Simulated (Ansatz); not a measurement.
Relativistic treatment of InF

```
In F
1.0
     0.00000    3.00449    3.00449
     3.00449    0.00000    3.00449
     3.00449    3.00449    0.00000
In F
1 1
Direct
  0.00000 0.00000 0.00000
  0.25000 0.25000 0.25000
```

Atom numbers follow the list: In1, F2.

Conventional cell: a = 6.009 Å, b = 6.009 Å, c = 6.009 Å, α = 90.00°, β = 90.00°, γ = 90.00°. In (atom 1) is surrounded by 4 F at 2.60 Å. F (atom 2) has 4 In at 2.60 Å as nearest neighbours.

The cell was built from the zincblende type and relaxed in the same program, and has space group F-43m; it needn't be a known or the stable phase.

One fixed cell is solved with PBE by LAPW (all electrons) in Ansatz 0.2.0 under different relativistic treatments. Pressure is positive in compression.

Sampling and basis: a Γ-centred 13×13×13 k mesh, Fermi–Dirac smearing of 0.05 eV, basis error target 0.5 meV/atom, no spin polarisation.

```json
{"setting": "scalar-relativistic", "P (GPa)": "0.00", "gap over the k mesh and a high-symmetry path (eV)": "1.85", "lowest level at Γ above −25 eV, from the valence-band top or, without a gap, the Fermi level (eV)": "-21.90"}
{"setting": "non-relativistic", "P (GPa)": "-0.32", "gap over the k mesh and a high-symmetry path (eV)": "?", "lowest level at Γ above −25 eV, from the valence-band top or, without a gap, the Fermi level (eV)": "?"}
{"setting": "with spin–orbit coupling", "P (GPa)": "-0.02", "gap over the k mesh and a high-symmetry path (eV)": "1.83", "lowest level at Γ above −25 eV, from the valence-band top or, without a gap, the Fermi level (eV)": "-21.91"}
```

Question: Fill in "gap over the k mesh and a high-symmetry path (eV)" for the row "non-relativistic".

Answer: 1.13.

Question: Give the missing entry: row "non-relativistic", column "lowest level at Γ above −25 eV, from the valence-band top or, without a gap, the Fermi level (eV)".

Answer: -22.51.
